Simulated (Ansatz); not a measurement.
Total density of states per atom from r²SCAN in the plane-wave PAW code Ansatz, in 0.25 eV bins, energy from the valence-band maximum:

| E (eV) | states/eV/atom |
|---|---|
| -7.90 | 0.00 |
| -7.65 | 0.00 |
| -7.40 | 0.00 |
| -7.15 | 0.00 |
| -6.90 | 0.00 |
| -6.65 | 0.00 |
| -6.40 | 0.85 |
| -6.15 | 0.91 |
| -5.90 | 0.24 |
| -5.65 | 0.00 |
| -5.40 | 0.00 |
| -5.15 | 0.00 |
| -4.90 | 0.35 |
| -4.65 | 1.00 |
| -4.40 | 0.28 |
| -4.15 | 0.78 |
| -3.90 | 0.90 |
| -3.65 | 0.65 |
| -3.40 | 0.39 |
| -3.15 | 0.43 |
| -2.90 | 0.64 |
| -2.65 | 1.43 |
| -2.40 | 1.09 |
| -2.15 | 0.73 |
| -1.90 | 0.68 |
| -1.65 | 0.40 |
| -1.40 | 0.23 |
| -1.15 | 0.10 |
| -0.90 | 0.41 |
| -0.65 | 0.86 |
| -0.40 | 0.46 |
| -0.15 | 0.17 |
| 0.10 | 0.00 |
| 0.35 | 0.00 |
| 0.60 | 0.00 |
| 0.85 | 0.00 |
| 1.10 | 0.02 |
| 1.35 | 0.12 |
| 1.60 | 0.32 |
| 1.85 | 0.51 |
| 2.10 | 0.83 |
| 2.35 | 0.25 |
| 2.60 | 0.39 |
| 2.85 | 0.62 |
| 3.10 | 0.58 |
| 3.35 | 0.80 |
| 3.60 | 0.62 |
| 3.85 | 0.52 |
| 4.10 | 0.32 |
| 4.35 | 0.17 |
| 4.60 | 1.50 |
| 4.85 | 0.45 |
| 5.10 | 1.73 |
| 5.35 | 0.29 |
| 5.60 | 0.52 |

Problem. Which compound is it?
A. MgS, rock salt
B. Zn3GaNO3, P3m1 (Pearson symbol hP8)
C. InGaSbAs, Pmm2 (Pearson symbol oP16)
D. In2SeS, P3m1 (In on 1a, In on 1b, Se on 1b, S on 1a)

Solution. D, In2SeS, P3m1 (In on 1a, In on 1b, Se on 1b, S on 1a). Top 1 eV of the valence band: In 5s 39 %, S 3p 27 %, In 5p 24 %, Se 4p 7 %. Bottom 1 eV of the conduction band: In 5s 31 %, In 5p 29 %, Se 4p 22 %, S 3p 6 %. Projections are on Löwdin-orthogonalised atomic valence shells; empty p or d shells of many metals are not among them.

The start of the workflow was typed in or built on a structure type; neither database checked (COD, Materials Project) lists it. Its standing as an ambient phase is unchecked. Symmetry was held in the r²SCAN relaxation; its stability against distortions is not shown here. Scalar-relativistic: spin–orbit coupling is off unless named, which matters more the heavier the elements.

Potentials: the earlier of the program's two PAW sets. The files were generated under PBE; for other functionals the program regenerates the frozen cores, and for LDA and PBEsol the local potential too.
